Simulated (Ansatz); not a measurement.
Ti₄AlGe₇:
```xyz
12
Lattice="-1.8335 1.8335 14.2019 1.8335 -1.8335 14.2019 1.8335 1.8335 -14.2019" Properties=species:S:1:pos:R:3 pbc="T T T"
Ti     0.0000     0.0000    23.4229
Ti     0.0000     0.0000     4.9809
Ti     1.8335     0.0000     2.0625
Ti     1.8335     0.0000    12.1394
Al     1.8335     0.0000     7.1010
Ge     0.0000     0.0000    18.7421
Ge     0.0000     0.0000     9.6618
Ge     0.0000     1.8335    11.4793
Ge     0.0000     1.8335     2.7226
Ge     0.0000     0.0000    14.2019
Ge     0.0000     1.8335     7.1010
Ge     0.0000     0.0000     0.0000
```

Relaxed with r²SCAN. Special points in fractions of this cell's reciprocal vectors: Γ (0.000, 0.000, 0.000); X (0.000, 0.000, 0.500); P (0.250, 0.250, 0.250); N (0.000, 0.500, 0.000); M (0.500, 0.500, -0.500); S (0.254, 0.746, -0.254); S0 (-0.254, 0.254, 0.254); R (-0.008, 0.008, 0.500); G (0.500, 0.500, -0.008).

**Question.** List the band energies nearest the Fermi level at these points for r²SCAN (plane waves, PAW; program Ansatz).

**Answer.** In eV from the Fermi level; about four levels below and three above (degenerate sets whole), none deeper than 8.9 eV; points with the same levels are listed once.

| k | below | above |
|---|---|---|
| Γ | -1.65 -1.65 -1.62 -1.35 -0.77 | 0.41 0.74 0.77 |
| X | -2.18 -2.18 -2.03 -1.32 | 1.78 1.78 1.79 |
| P | -2.17 -2.12 -2.07 -1.32 | 1.78 1.78 1.80 |
| N | -0.97 -0.36 -0.20 -0.16 | 0.08 0.57 0.75 |
| M | -1.66 -1.66 -1.20 -1.02 | 0.66 0.75 0.76 |
| S | -0.94 -0.40 -0.20 -0.10 | 0.07 0.56 0.74 |
| R | -2.18 -2.18 -2.03 -1.32 | 1.77 1.78 1.79 |

Space group I-4m2. The workflow started from a Materials Project entry (that database holds measured and hypothetical structures alike); the Crystallography Open Database copy checked does not list it. With Al and Ge taken as one species the cell has the higher symmetry I4_1/amd, so it may be an ordered model of a mixed-site phase. Whether it is the stable phase at ambient conditions was not checked. The cell was relaxed with r²SCAN under the symmetry of its start; whether a distortion lowers the energy is not shown. No spin polarisation was allowed. Scalar-relativistic: spin–orbit coupling is off unless named, which matters more the heavier the elements.

Potentials: the later of the program's two PAW sets.
